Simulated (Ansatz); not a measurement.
Geometry optimisation in Ansatz: input, command and trajectory.

```yaml
crystal:
  lattice:
    - [3.902, 0.0, 0.0]
    - [0.0, 3.902, 0.0]
    - [0.0, 0.0, 3.902]
  atoms:
    - { symbol: Mn, position: [0.0, 0.5, 0.5], spin: 3.3 }
    - { symbol: Mn, position: [0.5, 0.0, 0.5], spin: 3.3 }
    - { symbol: Mn, position: [0.5, 0.5, 0.0], spin: 3.3 }
    - { symbol: Zn, position: [0.0, 0.0, 0.0], spin: -0.2 }
    - { symbol: "N", position: [0.5, 0.5, 0.5] }
basis:
  ecutwfc: 500
kpoints:
  mp_grid: { grid: [10, 10, 10] }
hamiltonian:
  xc: r2scan
scf:
  occupations: { method: gaussian, width: 0.1 }
output:
  forces: true
  stress: true
  eigenvalues: true
  populations: true
  write_density: true
  write_potential: true
  elf: true
  volumetric_format: npy
magnetization:
  spin_polarized: true
relax:
  adjacent_minimum: "off"
  f_tol: 0.005
  max_steps: 80
  cell: { stress_tol: 0.05 }
```

```bash
ansatz run input.yaml --threads 1 --pin off --max-ram 2560MiB --backend cpu --events-out ev --progress --plain --runs-dir out
```

All numbers below come from DFT r2SCAN, scalar-relativistic, plane waves, PAW (Ansatz 0.2.0).

Of 5 frames 5 are shown, positions in Å and forces in eV/Å; the SCF threshold varies from step to step. Steps run on the plane waves of an earlier cell, with a Pulay correction in the pressure. The basis is chosen afresh for the last frame, the zero of the energies, and at times for earlier ones too; energy and pressure can step there, also at an unchanged geometry. Where two frames share a geometry here, they differ by under 2 meV/atom and 0.3 GPa.

```xyz
5
Lattice="3.9020 0.0000 0.0000 0.0000 3.9020 0.0000 0.0000 0.0000 3.9020" Properties=species:S:1:pos:R:3:forces:R:3 pbc="T T T" step=1 free_energy_over_end_meV_per_atom=8.39 pressure_GPa=6.10
Mn    0.0000    1.9510    1.9510    0.0000    0.0000    0.0000
Mn    1.9510    0.0000    1.9510    0.0000    0.0000    0.0000
Mn    1.9510    1.9510    0.0000    0.0000    0.0000    0.0000
Zn    0.0000    0.0000    0.0000    0.0000    0.0000    0.0000
N     1.9510    1.9510    1.9510    0.0000    0.0000    0.0000
5
Lattice="3.9314 0.0000 0.0000 0.0000 3.9314 0.0000 0.0000 0.0000 3.9314" Properties=species:S:1:pos:R:3:forces:R:3 pbc="T T T" step=2 free_energy_over_end_meV_per_atom=1.58 pressure_GPa=2.33
Mn    0.0000    1.9657    1.9657    0.0000    0.0000    0.0000
Mn    1.9657    0.0000    1.9657    0.0000    0.0000    0.0000
Mn    1.9657    1.9657    0.0000    0.0000    0.0000    0.0000
Zn    0.0000    0.0000    0.0000    0.0000    0.0000    0.0000
N     1.9657    1.9657    1.9657    0.0000    0.0000    0.0000
5
Lattice="3.9500 0.0000 0.0000 0.0000 3.9500 0.0000 0.0000 0.0000 3.9500" Properties=species:S:1:pos:R:3:forces:R:3 pbc="T T T" step=3 free_energy_over_end_meV_per_atom=0.37 pressure_GPa=0.14
Mn    0.0000    1.9750    1.9750    0.0000    0.0000    0.0000
Mn    1.9750    0.0000    1.9750    0.0000    0.0000    0.0000
Mn    1.9750    1.9750    0.0000    0.0000    0.0000    0.0000
Zn    0.0000    0.0000    0.0000    0.0000    0.0000    0.0000
N     1.9750    1.9750    1.9750    0.0000    0.0000    0.0000
5
Lattice="3.9512 0.0000 0.0000 0.0000 3.9512 0.0000 0.0000 0.0000 3.9512" Properties=species:S:1:pos:R:3:forces:R:3 pbc="T T T" step=4 free_energy_over_end_meV_per_atom=0.37 pressure_GPa=0.00
Mn    0.0000    1.9756    1.9756    0.0000    0.0000    0.0000
Mn    1.9756    0.0000    1.9756    0.0000    0.0000    0.0000
Mn    1.9756    1.9756    0.0000    0.0000    0.0000    0.0000
Zn    0.0000    0.0000    0.0000    0.0000    0.0000    0.0000
N     1.9756    1.9756    1.9756    0.0000    0.0000    0.0000
5
Lattice="3.9512 0.0000 0.0000 0.0000 3.9512 0.0000 0.0000 0.0000 3.9512" Properties=species:S:1:pos:R:3:forces:R:3 pbc="T T T" step=5 free_energy_over_end_meV_per_atom=0.00 pressure_GPa=0.02
Mn    0.0000    1.9756    1.9756    0.0000    0.0000    0.0000
Mn    1.9756    0.0000    1.9756    0.0000    0.0000    0.0000
Mn    1.9756    1.9756    0.0000    0.0000    0.0000    0.0000
Zn    0.0000    0.0000    0.0000    0.0000    0.0000    0.0000
N     1.9756    1.9756    1.9756    0.0000    0.0000    0.0000
```

Time: 4.9 min on 1 thread of Arm Neoverse V1, on a shared host, peak memory 0.7 GiB.

The state reached may not be the lowest one. Moments started parallel, and an antiferromagnetic order may lie lower.